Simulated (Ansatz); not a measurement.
## Structure relaxation, TiC

The start is a generated cell, TiC built in the AFLOW prototype AB_cF16_227_a_b (B32, as in NaTl). The cell and all atomic positions are relaxed at zero pressure with PBE (plane waves to 420 eV, PAW, scalar-relativistic; Ansatz, a program for electronic structure). The first steps use a coarse 7×7×7 k-mesh.

The start:
```
CELL_PARAMETERS angstrom
      0.00000     2.75502     2.75502
      2.75502     0.00000     2.75502
      2.75502     2.75502     0.00000
ATOMIC_POSITIONS crystal
  Ti 0.75000 0.75000 0.75000
  Ti 0.50000 0.50000 0.50000
  C  0.00000 0.00000 0.00000
  C  0.25000 0.25000 0.25000
```

**Question.** Is the relaxed structure metallic? Give its gap.

**Answer.** No gap (metallic).

**Question.** Give the final cell and atomic positions.

**Answer.** 
```cif
data_C8Ti8
_chemical_formula_sum 'Ti8 C8'
_space_group_name_H-M_alt 'Fd-3m :1'
_space_group_IT_number 227
_space_group_name_Hall 'F 4d 2 3 -1d'
_cell_length_a 5.51531
_cell_length_b 5.51531
_cell_length_c 5.51531
_cell_angle_alpha 90.000
_cell_angle_beta 90.000
_cell_angle_gamma 90.000
loop_
_atom_site_label
_atom_site_type_symbol
_atom_site_symmetry_multiplicity
_atom_site_Wyckoff_symbol
_atom_site_fract_x
_atom_site_fract_y
_atom_site_fract_z
_atom_site_occupancy
Ti1 Ti 8 a 0.00000 0.00000 0.00000 1
C1 C 8 b 0.50000 0.50000 0.50000 1
```
(The calculation used a cell of 4 atoms; values per cell refer to that cell.)

The space group stays Fd-3m (No. 227) (the run could not lower it); the end is AFLOW prototype AB_cF16_227_a_b (B32, as in NaTl), with 4 atoms in the primitive cell. Final values are on a 15×15×15 k-mesh of the relaxed cell. The start holds a very short contact (Ti–Ti 2.39 Å). No spin polarisation in the result.

The run could not lower the symmetry of its start; a shaken copy of this end point relaxes with PBE to Cmc2₁ (No. 36), 2.15 eV/atom lower.

The relaxed structure here is a generated cell of TiC: the first start was made by placing the elements on the sites of a structure type, and the end was not matched to a known phase here, so it may be hypothetical. Known forms of TiC include space group No. 225.
